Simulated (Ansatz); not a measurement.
Crystals of one structure type (rock salt) and one family of elements, relaxed and computed with r²SCAN (plane waves, PAW; program Ansatz).

```csv
crystal,gap (eV),electron conductivity mass (mₑ)
NaI,4.45,0.28
KI,4.58,0.34
RbBr,4.89,0.38
KBr,5.07,?
NaCl,5.97,0.40
KF,6.91,0.54
NaF,7.28,0.57
```

Task: Fit a straight line to ln m* against ln E_g and predict the withheld value.

Result: Least squares on the 6 shown rows: ln m* = 1.22 × ln E_g + (-2.998), with a scatter of 7 %. For KBr this gives 0.36. The run itself gave 0.39, within the scatter.

All cells were relaxed under the symmetry of their starts (and spin orders); stability against distortions was not tested throughout. Scalar-relativistic: spin–orbit coupling is off unless named, which matters more the heavier the elements.

Potentials: the later of the program's two PAW sets.
